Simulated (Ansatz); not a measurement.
The relaxed structure here is a generated cell of Cr: the first start was made by a random draw of sites in a space group, and the end was not matched to a known phase here, so it may be hypothetical. Known forms of Cr include space group No. 229.

A relaxed structure of Cr. Space group I4/m (No. 87). Computed with PBE (plane waves to 420 eV, PAW, scalar-relativistic; Ansatz, a program for electronic structure).

Space group I4/m (No. 87); a = 4.8417 Å, b = 4.8417 Å, c = 4.3395 Å, α = 90.00°, β = 90.00°, γ = 90.00°

```
atom  site  symmetry       x       y       z
----  ----  --------  ------  ------  ------
Cr      8h       m..  0.1961  0.3615  0.0000
```
(The calculation used a cell of 4 atoms; values per cell refer to that cell.)

Task: What is the computed magnetic moment (PBE)?

Result: Zero (the starting moments vanished).

No spin polarisation in the result: the starting moments vanished. A magnetic state may lie lower.

The run could not lose the symmetry of its start, so the end can be a saddle point.
